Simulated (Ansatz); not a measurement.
Phonon dispersion of Sn$_{3}$PbO$_{4}$

Theory: DFT PBE, scalar-relativistic, plane waves, PAW (Ansatz). Plane waves to 420 eV; Γ-centred k mesh 8×8×4; fixed occupations. No spin polarisation. Phonons by linear response, acoustic sum rule imposed.

The cell, relaxed at this level:
```yaml
crystal:
  lattice:
    - [3.90650, 0.00000, 0.00000]
    - [0.00000, 3.90650, 0.00000]
    - [0.00000, 0.00000, 10.41690]
  atoms:
    - { symbol: Sn, position: [0.50000, 0.50000, 0.84995] }
    - { symbol: Sn, position: [0.50000, 0.50000, 0.36875] }
    - { symbol: Sn, position: [0.00000, 0.00000, 0.62947] }
    - { symbol: Pb, position: [0.00000, 0.00000, 0.13935] }
    - { symbol: O, position: [0.50000, 0.00000, 0.26283] }
    - { symbol: O, position: [0.00000, 0.50000, 0.74341] }
    - { symbol: O, position: [0.50000, 0.00000, 0.74341] }
    - { symbol: O, position: [0.00000, 0.50000, 0.26283] }
```

The cell was found from a structure generator's guess, not taken from experiment. Spin–orbit coupling is left out, which matters for heavy elements. The q mesh is coarse, so values between its points are rough. Modes under 40 cm⁻¹ are poorly fixed. No dispersion correction is applied, so modes and constants that involve weak contacts between layers, chains or molecules come out too soft.

Force constants from linear response on a 2×2×1 q mesh.

Path: Γ–X–M–Γ–Z–R–A–Z | X–R | M–A. Only the points of the 2×2×1 mesh were computed; the rest is interpolation, which is rough on so few points. On the mesh no mode is imaginary. Distance along the path (Å⁻¹), then the branches (cm⁻¹, negative for imaginary; the LO field is included):
```
0.000  0 0 0 31 31 35 92 92 100 101 172 192 226 240 249 320 326 380 400 404 420 424 424 482
0.201  -24 30 31 40 43 48 92 100 105 115 169 188 239 261 278 314 324 374 400 402 419 421 423 460
0.402  -26 31 51 61 64 76 90 97 128 140 164 180 271 292 301 320 339 359 394 398 406 412 414 424
0.603  32 47 62 71 75 87 88 92 147 158 160 172 294 310 320 330 342 351 373 378 395 398 411 422
0.804  60 60 65 70 75 81 87 89 153 157 166 170 303 313 327 331 336 358 362 376 379 399 414 420
1.005  50 53 59 62 81 100 103 108 153 158 167 170 287 295 300 305 315 317 330 343 408 431 440 445
1.206  48 51 60 61 96 120 126 129 154 160 170 172 226 237 254 269 272 280 284 294 437 460 469 470
1.407  56 58 72 72 103 131 138 144 161 163 170 177 181 182 197 224 232 239 252 253 452 474 484 484
1.608  62 62 79 79 105 135 146 148 148 156 165 165 174 180 180 204 204 221 239 239 456 478 488 488
1.893  36 58 62 68 103 128 141 142 155 161 170 173 178 194 226 240 249 256 263 275 448 469 480 481
2.177  -37 33 41 49 94 117 126 126 132 146 161 177 200 232 279 299 322 327 343 353 414 441 457 460
2.461  -33 25 26 32 62 74 104 105 111 115 167 186 220 246 308 322 324 368 385 403 413 432 434 441
2.746  0 0 0 31 31 35 92 92 100 101 172 192 226 240 249 320 326 380 400 404 420 424 424 482
2.783  3 3 3 30 30 35 92 92 100 100 172 193 226 226 249 249 320 326 404 404 424 424 479 482
2.859  8 8 9 30 30 34 92 92 100 100 172 193 226 226 249 249 320 326 405 405 424 424 479 482
2.934  13 13 15 28 28 31 92 92 100 100 172 192 226 226 249 249 320 326 405 405 424 424 479 482
3.010  16 16 19 26 26 29 92 92 100 100 172 192 226 226 249 249 320 326 405 405 424 424 479 482
3.148  17 23 24 26 30 33 92 96 100 105 171 190 230 247 252 266 318 326 404 404 423 423 472 475
3.349  -14 14 43 52 53 62 91 98 117 128 166 184 253 275 306 311 324 337 399 400 417 418 431 440
3.550  -11 37 58 69 70 82 89 95 139 151 161 176 291 295 312 316 350 354 381 387 394 404 416 425
3.751  40 63 64 65 79 82 87 90 152 157 164 170 296 317 327 328 341 348 368 376 384 394 418 423
3.952  51 52 65 71 73 89 92 96 154 157 166 170 297 308 317 325 330 343 351 365 389 409 427 431
4.153  46 48 57 60 89 111 116 120 153 159 167 170 257 269 282 286 291 295 312 320 424 447 456 460
4.354  53 55 65 65 100 126 135 136 156 161 174 174 198 207 223 246 256 260 264 270 446 470 476 479
4.555  61 62 77 77 105 134 144 146 154 162 165 165 178 181 182 211 214 226 239 240 455 479 485 487
4.798  58 62 73 76 104 132 144 145 157 162 164 169 179 181 188 215 223 231 240 246 454 478 484 486
5.082  27 34 51 59 100 124 135 137 145 160 160 175 187 215 260 273 279 299 302 307 437 460 467 471
5.367  -27 -15 34 38 81 99 114 118 120 130 164 181 212 241 294 316 359 360 361 377 409 422 438 449
5.651  14 19 20 27 36 44 96 96 104 104 170 189 225 248 268 285 317 326 400 408 419 426 466 468
5.793  60 60 65 70 75 81 87 89 153 157 166 170 303 313 327 331 336 358 362 376 379 399 414 420
5.868  59 59 65 71 75 81 87 89 153 157 166 170 303 313 327 332 336 358 362 376 379 398 415 421
5.944  57 57 65 72 76 81 87 89 154 157 166 170 301 312 329 332 336 358 362 376 378 397 416 422
6.019  55 55 65 73 76 81 87 89 154 157 166 170 300 311 330 333 336 358 362 376 377 395 418 423
6.095  54 54 65 73 76 81 87 89 154 157 166 170 299 311 330 334 336 358 362 376 377 395 418 423
6.132  62 62 79 79 105 135 146 148 148 156 165 165 174 180 180 204 204 221 239 239 456 478 488 488
6.208  62 62 79 79 105 135 146 148 148 156 165 165 174 180 180 204 204 221 238 238 456 478 488 488
6.283  63 63 79 79 105 135 146 148 148 156 165 165 174 180 180 206 206 221 237 237 456 479 487 488
6.359  63 63 79 79 105 135 146 148 148 156 165 165 174 181 181 206 206 221 236 236 456 480 486 488
```
